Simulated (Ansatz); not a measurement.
## AgCl (rock salt), scan of one atom of the cell

Relaxed AgCl (rock salt):

```
AgCl
1.0
    0.00000     5.61150     5.61150
    2.80575     0.00000     2.80575
    2.80575     2.80575     0.00000
Cl Ag
2 2
Cartesian
  0.00000   0.00000   0.00000
  0.00000   2.80575   2.80575
  2.80575   2.80575   2.80575
  2.80575   5.61150   5.61150
```

In this cell atom 1 (Cl, nearest neighbour Ag at 2.806 Å; its periodic images, 4.0 Å or more away, move with it) is moved by s along Cartesian z, unit vector (0.000, 0.000, 1.000); all other atoms and the cell stay fixed.

Method: PBE (plane waves to 420 eV, PAW, scalar-relativistic; Ansatz, a quantum-chemistry and plane-wave program). k mesh 4×8×8 (Γ-centred), Fermi-Dirac smearing 0.05 eV. E stands for the smeared free energy. Compression counts positive. F∥ is the force on the atom along that direction. F⊥ is the part of the force across the line. AgCl was relaxed with its symmetry unable to fall. ΔE is measured from the undisplaced structure.

```tsv
s (Å)	ΔE (eV/cell)	P (GPa)	F∥ (eV/Å)	|F⊥| (eV/Å)
-0.280	0.0563	0.63	0.495	0.268
-0.224	0.0331	0.39	0.342	0.215
-0.168	0.0174	0.21	0.226	0.162
-0.112	0.0073	0.09	0.136	0.108
-0.056	0.0018	0.02	0.064	0.054
0.000	0.0000	0.00	0.000	0.000
0.056	0.0018	0.02	-0.064	0.054
0.112	0.0073	0.09	-0.136	0.108
0.168	0.0174	0.21	-0.226	0.162
0.224	0.0331	0.39	-0.342	0.215
0.280	0.0563	0.63	-0.495	0.268
```

Summary:

```
Item                                                                                                                                                   Result
--------------------------------------------------------  ---------------------------------------------------------------------------------------------------
Energy at s = 0.280 Å                                                                                                                           56.3 meV/cell
Force along the line at s = -0.280 Å                                                                                                               0.495 eV/Å
Symmetry of the curve                                                                                                           even: the same for both signs
Shape of the curve                                                                             a single well with its minimum at or next to zero displacement
Force constant k = d²E/ds² at s = 0 (finite differences)                                                                                           1.12 eV/Å²
Harmonic estimate at the end of the scan                  ½ks² = 43.9 meV/cell against the computed 56.3 meV/cell, so the well is stiffer than harmonic there
```

The 11 points together took around 2.4 core-minutes (rough).

(For displaced atoms, the force is minus the slope of the energy, and its curvature is a force constant, which sets phonon frequencies.)
